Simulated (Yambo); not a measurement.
Yambo run on GaSb (zinc blende, space group F-43m, No. 216). The wavefunctions come from this Quantum ESPRESSO step (PBE, PseudoDojo stringent norm-conserving files, scalar-relativistic):

```
&CONTROL
  calculation = 'nscf'
  pseudo_dir = './pseudo'
  outdir = './out'
/
&SYSTEM
  ibrav = 0
  nat = 2
  ntyp = 2
  ecutwfc = 114.0
  ecutrho = 456.0
  occupations = 'fixed'
  force_symmorphic = .true.
  nbnd = 262
/
&ELECTRONS
  conv_thr = 2e-09
  diago_full_acc = .true.
  diago_thr_init = 1e-08
/
ATOMIC_SPECIES
Ga 69.7230 Ga.upf
Sb 121.7600 Sb.upf
CELL_PARAMETERS angstrom
  0.000000000000   3.056992883000   3.056992883000
  3.056992883000   0.000000000000   3.056992883000
  3.056992883000   3.056992883000   0.000000000000
ATOMIC_POSITIONS crystal
Ga   0.000000000000   0.000000000000   0.000000000000
Sb   0.250000000000   0.250000000000   0.250000000000
K_POINTS automatic
4 4 4 0 0 0
```

Yambo input:

```
rim_cut
gw0
dyson
el_el_corr
HF_and_locXC
ppa
em1d
RandQpts= 1000000
RandGvec= 1 Ry
EXXRLvcs= 114 Ry
VXCRLvcs= 456 Ry
Chimod= "HARTREE"
% BndsRnXp
 9 | 259 |
%
NGsBlkXp= 15 Ry
% LongDrXp
 1.0 | 1.0 | 1.0 |
%
PPAPntXp= 27.2114 eV
% GbndRnge
 1 | 259 |
%
GTermKind= "BG"
DysSolver= "n"
ExtendOut
% QPkrange
 1 | 1 | 22 | 23 |
 3 | 3 | 22 | 23 |
 7 | 7 | 22 | 23 |
 8 | 8 | 22 | 23 |
%
```

k points by index: 1 = Γ, 3 = L, 7 = X, 8 = W.

The o-*.qp file then holds:

```
#    K-point    Band    Eo [eV]    E [eV]    E-Eo [eV]    Vxc [eV]    Vnlxc [eV]    Sc|Eo [eV]    Sc|E [eV]    dSc/dw|Eo [eV]    Re(Z)    Im(Z)
#
    1    22    0.000000    -0.604160    -0.604160    -13.18388    -14.42978    0.494293    0.641749    -6.640834    0.803827    -0.001251
    1    23    0.055037    0.162021    0.106984    -14.58796    -10.66003    -3.794438    -3.820946    -6.737068    0.801548    -0.001252
    3    22    -1.153265    -1.817355    -0.664090    -12.41286    -14.10728    0.862617    1.030330    -6.871371    0.798389    -0.001328
    3    23    0.416459    0.313480    -0.102980    -12.06348    -8.487283    -3.703834    -3.679173    -6.521765    0.806664    -0.001267
    7    22    -2.573562    -3.310621    -0.737059    -11.48515    -13.78173    1.363802    1.559520    -7.224722    0.790197    -0.001458
    7    23    0.916016    0.662961    -0.253056    -10.36915    -6.946638    -3.734790    -3.675565    -6.370916    0.810287    -0.001280
    8    22    -3.127868    -3.878904    -0.751035    -10.75226    -13.08620    1.382172    1.582900    -7.271783    0.789118    -0.001517
    8    23    3.700866    3.687681    -0.013186    -12.47886    -7.884713    -4.610747    -4.607338    -7.106800    0.792912    -0.001477
```
(The two width columns are left out.) Convergence of these settings isn't established.

Spin-orbit coupling is not included.

Geometry relaxed with PBEsol.
